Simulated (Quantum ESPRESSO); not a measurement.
# Sn2Ta3YHf2: one composition in several site orders

Simulated, not a measurement. The program is pw.x of Quantum ESPRESSO 7.5 (plane-wave density functional theory). The cell is made up: eight metal atoms on a hexagonal close-packed lattice, with elements, volume, strain and displacements drawn at random and not relaxed, so it may be unstable or far from any real phase. PseudoDojo standard norm-conserving files set the functional (PBE unless stated); there is no spin polarisation or spin-orbit coupling, the Fermi-Dirac width of 0.25 eV means electrons at about 2900 K, and the masses in the input are unused placeholders. The tin pseudopotential is less sure than most, with forces differing by about three percent from a second method on plain tin. Heavy elements are run without spin-orbit coupling, which real alloys of them have. A spin test at this wide smearing found no moment, but such smearing suppresses magnetism that the real alloy may have.

The runs put one composition on the sites in different orders. Cell, positions, cutoff, mesh and smearing stay as in the input of run 1; sites are counted in its order. Stress in the tables is positive in tension.

Input of run 1:

```
&control calculation='scf', pseudo_dir='./dojo.nc.sr.pbe.v0_5.standard.upf', outdir='./o', disk_io='minimal', tprnfor=.true., tstress=.true. /
&system ibrav=0, nat=8, ntyp=4, nbnd=67, ecutwfc=72.02867146, nosym=.true., tot_charge=0,
 occupations='smearing', smearing='fd', degauss=0.0183746611
/
&electrons conv_thr=1.470e-08, electron_maxstep=70, mixing_beta=0.5 /
ATOMIC_SPECIES
Hf 1.0 Hf.upf
Sn 1.0 Sn.upf
Ta 1.0 Ta.upf
Y 1.0 Y.upf
CELL_PARAMETERS angstrom
-3.0576 0.0225 0.0125
0.0202 -0.0046 -5.0071
0.0779 -10.4871 -0.0099
ATOMIC_POSITIONS angstrom
Sn 0.0335 -0.0299 0.0668
Ta 0.0049 -5.303 0.0443
Ta 0.0766 -3.4763 -2.4743
Sn -0.0529 -8.7304 -2.5375
Y -1.8343 -2.6201 0.087
Hf -1.493 -7.9598 -0.1096
Hf -1.6342 -0.9018 -2.5329
Ta -1.4626 -5.9889 -2.4906
K_POINTS automatic
8 5 2 1 1 1
```

```
run  elements on sites 1 to 8  free energy less that of run 1 (eV)  -TS (eV)  pressure (GPa)  stress xx (GPa)  stress yy (GPa)  stress zz (GPa)  stress yz (GPa)  stress xz (GPa)  stress xy (GPa)  iterations
  1    Sn Ta Ta Sn Y Hf Hf Ta                                0.000    -1.708           11.16            -7.95           -10.27           -15.25             0.28             0.01            -1.36          17
  2    Ta Sn Hf Sn Y Ta Ta Hf                               -0.357    -1.507            9.16           -10.50            -7.78            -9.21            -0.14             0.05            -2.18          17
  3    Ta Hf Y Sn Sn Ta Ta Hf                               -0.333    -1.524            9.87            -8.96           -10.81            -9.83            -0.42             0.04            -1.83          16
  4    Y Sn Ta Ta Sn Hf Ta Hf                               -0.108    -1.426           11.20           -12.56           -13.12            -7.93             0.68            -0.04             0.52          16
  5    Y Sn Hf Sn Ta Ta Hf Ta                                0.197    -1.493            9.43           -12.40            -8.23            -7.68            -0.23             0.02            -1.52          18
  6    Hf Ta Ta Ta Sn Sn Y Hf                               -0.121    -1.517            9.56            -9.70           -11.03            -7.95            -0.09             0.05            -0.50          17
```

Forces Fx Fy Fz (eV/Å):

| site | run 1 | run 2 | run 3 | run 4 | run 5 | run 6 |
| --- | --- | --- | --- | --- | --- | --- |
| 1 | -0.74 0.43 -0.86 | -0.72 1.07 -0.77 | -0.62 -0.09 -0.52 | -0.78 -0.52 -0.80 | -1.10 -0.20 -1.05 | -0.40 0.71 -0.77 |
| 2 | -0.33 -0.83 -0.17 | -0.31 -1.02 -0.36 | -0.26 -0.60 -0.26 | -0.03 -0.43 -0.30 | -0.15 -0.39 -0.29 | -0.02 0.11 -0.20 |
| 3 | -0.75 -1.59 0.53 | -1.06 0.09 0.38 | -1.08 0.96 0.52 | -0.66 0.55 0.30 | -1.09 -0.18 0.36 | -0.72 -1.50 0.36 |
| 4 | 0.19 0.86 -0.43 | 0.29 -0.07 -0.23 | 0.28 -0.46 -0.33 | -0.07 -0.32 -0.15 | 0.18 1.07 -0.13 | -0.07 0.61 -0.37 |
| 5 | 0.93 -0.78 -0.73 | 1.35 0.10 -0.73 | 1.54 1.07 -0.77 | 1.20 -0.04 -0.60 | 1.31 -0.67 -0.42 | 0.95 -1.07 -0.82 |
| 6 | -0.06 1.31 0.53 | -0.05 0.06 0.66 | -0.11 0.05 0.65 | -0.04 1.34 0.37 | 0.15 2.06 0.46 | -0.06 1.11 0.67 |
| 7 | 0.75 0.27 1.21 | 0.71 0.97 0.94 | 0.49 1.69 0.63 | 0.50 0.11 1.05 | 0.91 -0.36 0.89 | 0.61 0.53 1.24 |
| 8 | 0.00 0.33 -0.08 | -0.22 -1.20 0.12 | -0.24 -2.62 0.09 | -0.11 -0.69 0.12 | -0.21 -1.33 0.18 | -0.28 -0.51 -0.11 |

The sites are displaced and not relaxed, so the energy differences hold strain from misfit and are not ordering energies. A rerun of one cell of this series at a higher cutoff and on a denser mesh moved values by no more than 0.007 eV in energy, 0.08 GPa in stress and 0.014 eV/Å in force, and a second program with other atomic files agreed on that cell to 2 % rms in force and 0.5 GPa in pressure.